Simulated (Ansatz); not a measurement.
Crystals of one structure type (bcc (W type)), relaxed and computed with r²SCAN+D4 (plane waves, PAW; program Ansatz).

```json
[
 {"crystal": "K", "a (Å)": "5.324", "spin order and moments (μB)": "not spin-polarised"},
 {"crystal": "V", "a (Å)": "2.978", "spin order and moments (μB)": "moments vanished"},
 {"crystal": "Fe", "a (Å)": "2.860", "spin order and moments (μB)": "ferromagnetic; net 2.65 per atom; largest site about 2.8"},
 {"crystal": "Rb", "a (Å)": "5.723", "spin order and moments (μB)": "not spin-polarised"},
 {"crystal": "Mo", "a (Å)": "…", "spin order and moments (μB)": "not spin-polarised"},
 {"crystal": "Ba", "a (Å)": "5.050", "spin order and moments (μB)": "not spin-polarised"},
 {"crystal": "Ta", "a (Å)": "3.301", "spin order and moments (μB)": "not spin-polarised"},
 {"crystal": "W", "a (Å)": "3.163", "spin order and moments (μB)": "not spin-polarised"}
]
```

### Question
What belongs in the gaps?

### Answer

- Mo, a (Å): 3.144

Spin orders computed, not proven ground states: Fe, bcc (W type) ferromagnetic. Began spin-polarised and lost the moments: V, bcc (W type). All cells were relaxed under the symmetry of their starts (and spin orders); stability against distortions was not tested throughout. Rows with no word on spin ran without spin polarisation. Spin–orbit coupling is left out wherever it is not named.

Potentials: the earlier of the program's two PAW sets.
